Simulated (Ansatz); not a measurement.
**Density of states of Cl**

```cif
data_structure
_symmetry_space_group_name_H-M 'Cmce'
_symmetry_Int_Tables_number 64
_cell_length_a 6.2400
_cell_length_b 4.4800
_cell_length_c 8.2600
_cell_angle_alpha 90.000
_cell_angle_beta 90.000
_cell_angle_gamma 90.000
_cell_volume 230.91
loop_
_atom_site_label
_atom_site_type_symbol
_atom_site_symmetry_multiplicity
_atom_site_Wyckoff_symbol
_atom_site_fract_x
_atom_site_fract_y
_atom_site_fract_z
_atom_site_occupancy
Cl1 Cl 8 f 0.50000 0.37000 0.10000 1
```

The runs use the primitive cell with vectors (3.120, -2.240, 0.000), (3.120, 2.240, 0.000), (0.000, 0.000, 8.260) Å, to which the k mesh refers.

The cell is a measured one (Crystallography Open Database entry 9008593); the temperature and pressure of the measurement aren't taken into account, and nothing was relaxed.

Computed with DFT, PBE, all-electron LAPW, scalar-relativistic (Ansatz 0.2.0).

Numerical set-up: a Γ-centred 8×8×4 k mesh, Fermi–Dirac smearing of 0.02 eV, basis error target 0.5 meV/atom, no spin polarisation.

Question: Which of the resolved shells contributes most in the top eV of the valence band?

Answer: Cl 3p, with 99 % of all states there; Cl 3s follows with 0 %.

Question: Tabulate the density of states.

Answer: States per eV and cell, averaged over 0.4 eV, from -5.4 to 3.2 eV, with energies (bin centres) from the valence-band top; empty bins are left out. The partial columns, the largest 2 alone, are projections on Löwdin-orthogonalised atomic shells (those that the program's projection atoms carry: the occupied ones and, for some elements, an empty d or f shell; other empty shells have no column), summed over atoms of an element. Weights on diffuse s and p shells depend on that basis and aren't pure angular character.
| E (eV) | total | Cl 3p | Cl 3s |
| --- | --- | --- | --- |
| -5.3 | 2.37 | 2.15 | 0.19 |
| -4.9 | 6.95 | 6.19 | 0.66 |
| -4.5 | 0.69 | 0.60 | 0.08 |
| -3.7 | 0.76 | 0.75 | 0.00 |
| -3.3 | 6.09 | 6.00 | 0.05 |
| -2.9 | 5.94 | 5.85 | 0.03 |
| -2.5 | 6.42 | 6.35 | 0.02 |
| -2.1 | 0.80 | 0.79 | 0.00 |
| -0.9 | 1.63 | 1.62 | 0.00 |
| -0.5 | 9.71 | 9.63 | 0.03 |
| -0.1 | 8.66 | 8.62 | 0.01 |
| 2.3 | 0.37 | 0.33 | 0.03 |
| 2.7 | 9.11 | 8.31 | 0.51 |
| 3.1 | 0.52 | 0.48 | 0.02 |
